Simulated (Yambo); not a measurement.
Yambo run on FeP₂ (space group Pnnm, No. 58). The wavefunctions are norm-conserving PBEsol (Quantum ESPRESSO, 90 Ry, scalar-relativistic) ones on a 2×2×4 mesh (26 occupied bands); a = 4.918 Å, b = 5.627 Å, c = 2.715 Å, α = 90.00°, β = 90.00°, γ = 90.00°.

Yambo input:

```
rim_cut
gw0
dyson
el_el_corr
HF_and_locXC
ppa
em1d
RandQpts= 1000000
RandGvec= 1 Ry
EXXRLvcs= 90 Ry
VXCRLvcs= 360 Ry
Chimod= "HARTREE"
% BndsRnXp
 9 | 88 |
%
NGsBlkXp= 5 Ry
% LongDrXp
 1.0 | 1.0 | 1.0 |
%
PPAPntXp= 27.2114 eV
% GbndRnge
 1 | 88 |
%
GTermKind= "BG"
DysSolver= "n"
ExtendOut
% QPkrange
 1 | 1 | 26 | 26 |
 2 | 2 | 26 | 27 |
%
```

k points by index: 1 = Γ, 2 = (0, 0, 0.25).

Table of the .qp output:

```
#    K-point    Band    Eo [eV]    E [eV]    E-Eo [eV]    Vxc [eV]    Vnlxc [eV]    Sc|Eo [eV]    Sc|E [eV]    dSc/dw|Eo [eV]    Re(Z)    Im(Z)
#
    1    26    0.000000    0.689108    0.689108    -27.28851    -32.22798    5.911522    5.628577    -11.17556    0.708866    -0.001887
    2    26    -0.563367    0.002838    0.566205    -24.11915    -28.55947    5.227538    5.006524    -10.62449    0.719191    -0.001689
    2    27    0.356291    1.177087    0.820796    -24.41538    -21.06976    -2.218013    -2.524823    -10.17063    0.727923    -0.001715
```
(The two width columns are left out.) Convergence of these settings isn't established.

Geometry of the Materials Project entry, not relaxed at this level.

The structure is a Materials Project entry; no match was found in the copy of COD used, and its stability was not checked.

The runs are not spin-polarised; magnetic order was not tried.
